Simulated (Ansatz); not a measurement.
Ansatz input file:

```yaml
crystal:
  lattice:
    - [0.0, 3.5724792637, 3.5724792637]
    - [3.5724792637, 0.0, 3.5724792637]
    - [3.5724792637, 3.5724792637, 0.0]
  atoms:
    - { symbol: Hf, position: [0.5, 0.5, 0.5] }
    - { symbol: Hf, position: [0.75, 0.75, 0.75] }
    - { symbol: V, position: [0.125, 0.125, 0.125] }
    - { symbol: V, position: [0.625, 0.125, 0.125] }
    - { symbol: V, position: [0.125, 0.125, 0.625] }
    - { symbol: V, position: [0.125, 0.625, 0.125] }
basis:
  ecutwfc: 420
kpoints:
  mp_grid: { grid: [8, 8, 8] }
hamiltonian:
  xc: pbesol
scf:
  occupations: { method: gaussian, width: 0.1 }
output:
  forces: true
  stress: true
  eigenvalues: true
```

Command:
```bash
ansatz run input.yaml --threads 1 --pin off --max-ram 2560MiB --backend cpu --events-out ev --progress --plain --runs-dir out
```

Method: DFT PBEsol, scalar-relativistic, plane waves, PAW (Ansatz).

Abridged output (final results; tables in files aren't shown):

```
SCF 1 converged in 8 iterations: F = -42736.993000 eV  dr2 = 2.36e-9
SCF converged after 8 iterations
Free energy (F): -42736.993000 eV
Harris-Foulkes:  -42736.993000 eV  (|F-HF|=3.70e-9)
Internal energy: -42736.933486 eV  (E = F + TS)
E sigma→0 (E₀):  -42736.963243 eV
Entropy (-TS):   -0.059515 eV (-9.919 meV/atom)
Fermi energy:    19.160502 eV
--- Per-component energies (eV) ---
  E_band       = -333.889991
  E_kinetic    = 2208.404882
  E_local      = -13305.351701  (includes V_loc(G=0)·N_el)
  E_nonlocal   = -2647.858935
  E_hartree    = 6284.192251
  E_xc         = -1117.816731
  E_vxc        = -1197.251858  (∫ρ·V_xc dr)
  E_paw        = -17964.924564  (= ΣΔE_a)
  E_vpaw       = 2039.781954  (= ΣTr[D̂ρ^β])
  E_aug_tail   = 0.001061  (compensation charges beyond the density's cutoff)
  E_ewald      = -16196.680648
  E_core_change = 3.100900  (= ΣΔE_core)
  E_smearing   = -0.059515  (= −TS)
--- Forces (eV/Å), atoms counted from 1 ---
  atom   1  Hf     0.00000000     0.00000000     0.00000000
  atom   2  Hf     0.00000000     0.00000000     0.00000000
  atom   3  V      0.00000000     0.00000000     0.00000000
  atom   4  V      0.00000000     0.00000000     0.00000000
  atom   5  V      0.00000000     0.00000000     0.00000000
  atom   6  V      0.00000000     0.00000000     0.00000000
--- Stress (GPa, compression-positive) ---
        5.035031       0.000000       0.000000
        0.000000       5.035031       0.000000
        0.000000       0.000000       5.035031
  P = ⅓ Tr σ = 5.0350 GPa (50.350 kbar)
--- Band table (eV; the first three rows and the last of 29) ---
  k-point 0: bands = ["-43.9749", "-43.7386", "-43.7386", "-43.7386", "-41.4985", "-41.4432", "-18.6458", "-18.1338", "-18.1338", "-18.1338", "-17.9688", "-17.9688", "-17.5291", "-17.5291", "-17.5291", "-17.3461", "-17.3461", "-17.3461", "-10.3574", "-10.3574", "-10.3574", "-10.0552", "-10.0552", "-10.0552", "8.5068", "8.5223", "8.5223", "8.5223", "8.5304", "8.5304", "8.5304", "8.5543", "8.5543", "8.5543", "8.5631", "8.5631", "8.5631", "8.5655", "12.3682", "15.7280", "16.7279", "16.7279", "16.7279", "17.7185", "17.7185", "17.7185", "18.4035", "18.4035", "18.7658", "18.7658", "19.7062", "19.7062", "19.7062", "20.9014", "20.9014", "20.9014", "21.3126", "21.3126", "21.5450", "21.5450", "21.5450 ...
  k-point 1: bands = ["-43.9683", "-43.7454", "-43.7386", "-43.7386", "-41.4971", "-41.4448", "-18.6161", "-18.1246", "-18.1201", "-18.1201", "-17.9624", "-17.9624", "-17.5453", "-17.5453", "-17.5290", "-17.3884", "-17.3517", "-17.3517", "-10.3597", "-10.3597", "-10.3519", "-10.0630", "-10.0520", "-10.0520", "8.5079", "8.5214", "8.5214", "8.5221", "8.5307", "8.5330", "8.5330", "8.5521", "8.5521", "8.5538", "8.5631", "8.5631", "8.5631", "8.5644", "12.5612", "15.8120", "16.7411", "16.7411", "16.7902", "17.4546", "17.7508", "17.7508", "18.4484", "18.4484", "18.8582", "18.8582", "19.4879", "19.5969", "19.5969", "20.8838", "20.9226", "20.9226", "21.2903", "21.2903", "21.5253", "21.5670", "21.5929 ...
  k-point 2: bands = ["-43.9502", "-43.7638", "-43.7387", "-43.7387", "-41.4932", "-41.4491", "-18.5406", "-18.0903", "-18.0894", "-18.0894", "-17.9357", "-17.9357", "-17.5957", "-17.5957", "-17.5290", "-17.5063", "-17.3625", "-17.3625", "-10.3650", "-10.3650", "-10.3447", "-10.0757", "-10.0445", "-10.0445", "8.5108", "8.5215", "8.5215", "8.5217", "8.5313", "8.5368", "8.5368", "8.5483", "8.5483", "8.5523", "8.5619", "8.5619", "8.5623", "8.5633", "13.1126", "15.9378", "16.7889", "16.7889", "16.8398", "17.0115", "17.8828", "17.8828", "18.5562", "18.5562", "18.9399", "18.9399", "19.0211", "19.4304", "19.4304", "20.5635", "20.9719", "20.9719", "21.1216", "21.2012", "21.2012", "21.4784", "21.7171 ...
  k-point 28: bands = ["-43.8572", "-43.8572", "-43.7389", "-43.7389", "-41.4718", "-41.4718", "-18.1739", "-18.1739", "-17.9814", "-17.9814", "-17.8090", "-17.8090", "-17.8026", "-17.8026", "-17.6205", "-17.6205", "-17.4477", "-17.4477", "-10.4079", "-10.4079", "-10.2061", "-10.2061", "-10.0063", "-10.0063", "8.5196", "8.5196", "8.5296", "8.5296", "8.5316", "8.5316", "8.5423", "8.5423", "8.5472", "8.5472", "8.5549", "8.5549", "8.5609", "8.5609", "15.8053", "15.8053", "16.0723", "16.0723", "17.6976", "17.6976", "17.9375", "17.9375", "18.4571", "18.4571", "18.4711", "18.4711", "19.1862", "19.1862", "19.3121", "19.3121", "19.7972", "19.7972", "20.7985", "20.7985", "22.0311", "22.0311", "22.136 ...
```

The run converged.

Time: 12 s on 1 thread of Arm Neoverse V1, on a shared host, peak memory 0.45 GiB.

Spin–orbit coupling is left out, which can shift energies with elements as heavy as these.